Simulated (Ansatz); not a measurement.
NaCl:
```cif
data_ClNa
_chemical_formula_sum 'Na1 Cl1'
_space_group_name_H-M_alt 'Pm-3m'
_space_group_IT_number 221
_space_group_name_Hall '-P 4 2 3'
_cell_length_a 3.46065
_cell_length_b 3.46065
_cell_length_c 3.46065
_cell_angle_alpha 90.000
_cell_angle_beta 90.000
_cell_angle_gamma 90.000
loop_
_atom_site_label
_atom_site_type_symbol
_atom_site_symmetry_multiplicity
_atom_site_Wyckoff_symbol
_atom_site_fract_x
_atom_site_fract_y
_atom_site_fract_z
_atom_site_occupancy
Na1 Na 1 a 0.00000 0.00000 0.00000 1
Cl1 Cl 1 b 0.50000 0.50000 0.50000 1
```

Relaxed with r²SCAN. DFT-r²SCAN in the program Ansatz with PAW potentials gives a gap of 4.91 eV.

### Question
What gap does HSE06 give on the same cell (Ansatz, PAW)?

### Answer
5.43 eV, 0.51 eV more. The hybrid was solved on a coarser mesh and at special points; its gap is the smallest among all of these.

```csv
k,v1 r²SCAN,c1 r²SCAN,v1 HSE06,c1 HSE06
Γ,-0.54,4.91,-0.56,5.43
R,-2.01,7.70,…,…
M,0.00,6.20,…,…
X,-0.28,7.80,…,…
```

### Question
Top valence (v1) and lowest conduction level (c1) in eV from each method's valence maximum (which need not be a listed point): supply the withheld HSE06 values.

### Answer

- X, v1 HSE06: -0.30
- X, c1 HSE06: 8.40
- R, v1 HSE06: -2.12
- R, c1 HSE06: 8.43
- M, v1 HSE06: 0.00
- M, c1 HSE06: 6.84

Cost on shared cores: the r²SCAN run (SCF on a 8×8×8 mesh, then bands and DOS) around 15 core-seconds (rough), the HSE06 run (SCF on 6×6×6, then a few points) very roughly 50 core-seconds; the tasks are unlike.

This is a known high-pressure phase of the composition, computed here at zero pressure and temperature. Symmetry was held in the r²SCAN relaxation. At this level the phase is dynamically unstable (imaginary phonons).

Potentials: the later of the program's two PAW sets.
